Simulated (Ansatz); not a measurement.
InP (zinc blende), relaxed and computed with several functionals in Ansatz (plane waves, PAW).

| functional | a (Å) | gap (eV) | B₀ by P(V) fit (GPa) |
|---|---|---|---|
| HSE06 | 5.902 | 1.38 | 69.4 |
| r²SCAN | 5.907 | 1.03 | 68.2 |
| PBE | ___ | ___ | ___ |

**Question.** Complete the blanks.

**Answer.** 
- PBE, a (Å): 5.959
- PBE, gap (eV): 0.44
- PBE, B₀ by P(V) fit (GPa): 59.2

All cells were relaxed under the symmetry of their starts (and spin orders); stability against distortions was not tested throughout. Spin–orbit coupling is left out wherever it is not named.

Potentials: the later of the program's two PAW sets.

Ansatz (a program for electronic structure) is a plane-wave DFT program.
